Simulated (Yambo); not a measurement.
PbTe (rock salt, space group Fm-3m, No. 225), G0W0@LDA in Yambo (4×4×4 mesh, plasmon pole; 8 Ry block, no terminator). The number N of bands in W and G is varied.

```tsv
N	x = 1/N	gap L → L (eV)	shift of the valence edge (eV)
47	0.02128	1.070	-0.101
72	0.01389	1.092	-0.320
100	0.01000	1.113	-0.446
131	0.00763	?	?
```

Q: Basis-set arguments suggest E = E∞ + A x. Fix A and E∞ from the two rows above the withheld one, predict the row at 131 bands, and test the form.

A: Gap: A = (1.113 − (1.092))/(0.01000 − 0.01389) = -5.40, E∞ = 1.167 eV, so 1.126 eV is predicted; the run gave 1.131 eV (miss 5 meV). The first two rows have slope -2.98, so the form doesn't hold yet over the whole range. Shift: A = (-0.446 − (-0.320))/(0.01000 − 0.01389) = 32.4, E∞ = -0.770 eV, so -0.523 eV is predicted; the run gave -0.530 eV (miss 7 meV). The first two rows have slope 29.6, within 15 % of that. The other settings are held fixed.

The standard potentials for Pb, Te keep a d shell in the valence without the s and p states of that shell. In tests on such compounds this moved G0W0 gaps by up to about 0.9 eV, so absolute quasiparticle energies here are unreliable; differences between settings are what counts.

Spin-orbit coupling is not included.

Geometry of the Materials Project entry, not relaxed at this level; primitive cell a = b = c = 4.6257 Å, α = β = γ = 60.00°.

A shift is the quasiparticle energy of the state minus its LDA energy.
